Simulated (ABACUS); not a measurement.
Basis size against results: TiSi2 (Cmcm, 6 atoms in the cell; from Materials Project mp-1077503)

```xyz
6
Lattice="1.7651 -6.7593 0.0000 1.7651 6.7593 0.0000 0.0000 0.0000 3.5652" Properties=species:S:1:pos:R:3 pbc="T T T"
Ti     1.7651    -5.3652     2.6739
Ti     1.7651     5.3652     0.8913
Si     1.7651    -0.7875     2.6739
Si     1.7651     0.7875     0.8913
Si     1.7651     3.3838     2.6739
Si     1.7651    -3.3838     0.8913
```

Base run: PBE, numerical atomic orbitals DZP (confined pseudo-atomic orbitals with Gaussian additions; energy shift 0.01 Ry), PseudoDojo 0.5 standard norm-conserving PBE (tails mended) pseudopotentials (ABACUS). Its settings: basis = DZP numerical atomic orbitals, energy shift 0.01 Ry; KPT = Gamma 10 10 9 0 0 0; basis_type = lcao; ecutwfc = 100 Ry; smearing_method = fd; smearing_sigma = 0.00999582 Ry; potentials = PseudoDojo 0.5 standard norm-conserving PBE (tails mended); symmetry = 1; ks_solver = genelpa; scf_nmax = 100; scf_thr = 1.0e-07; mixing_type = broyden.

The atom-centred basis is finite, which shifts total energies, pressures and forces against plane waves. The structure comes from a collection of computed structures, made at another level of theory; the collection holds predicted forms beside known ones.

Runs, by their change from the base:
- A: basis_set: DZP numerical atomic orbitals, energy shift 0.01 Ry → SZ numerical atomic orbitals, energy shift 0.01 Ry
- B: basis_set: DZP numerical atomic orbitals, energy shift 0.01 Ry → DZ numerical atomic orbitals, energy shift 0.01 Ry
- C: basis_set: DZP numerical atomic orbitals, energy shift 0.01 Ry → SZP numerical atomic orbitals, energy shift 0.01 Ry
- D: base settings
- E: basis_set: DZP numerical atomic orbitals, energy shift 0.01 Ry → TZP numerical atomic orbitals, energy shift 0.01 Ry
- F: basis_set: DZP numerical atomic orbitals, energy shift 0.01 Ry → TZDP numerical atomic orbitals, energy shift 0.01 Ry
- G: basis: DZP numerical atomic orbitals, energy shift 0.01 Ry → plane waves (ecutwfc 84 Ry), with the solver, grid and threshold of that basis type

Differences from run G, taken as the yardstick (plane waves at the usual cutoff); core times are rough figures from one shared machine:

| run | orbitals in the cell | core time (% of G) | Δ energy (meV/atom) | Δ pressure (GPa) | largest change of a force vector (eV/Å) |
|---|---|---|---|---|---|
| A | 36 | 1 | 1058.5 | 18.47 | 1.262 |
| B | 64 | 1 | 542.6 | 7.06 | 0.532 |
| C | 76 | 2 | 223.0 | 4.05 | 0.377 |
| D | 104 | 3 | 113.7 | 1.20 | 0.046 |
| E | 140 | 4 | 69.5 | 0.45 | 0.057 |
| F | 166 | 6 | 52.6 | 0.28 | 0.025 |
| G | plane waves | 100 | 0.0 | 0.00 | 0.000 |

Total energies approach the yardstick slowly with the basis, and much of their offset can cancel in energy differences, which these runs do not show.

The run with the smallest basis whose force vectors all lie within 0.1 eV/Å of run G, with all larger bases doing so too: run D, at roughly 3 % of the time; its worst force vector differs by 0.046 eV/Å. Its energy still differs by 113.7 meV/atom, so the choice depends on the quantity wanted.

The atomic orbitals were generated for these runs; they are not ABACUS's published sets and were checked against plane waves on a few crystals only.

“Tails mended”: in these copies of the files the far tail of each local potential was reset to the Coulomb form.
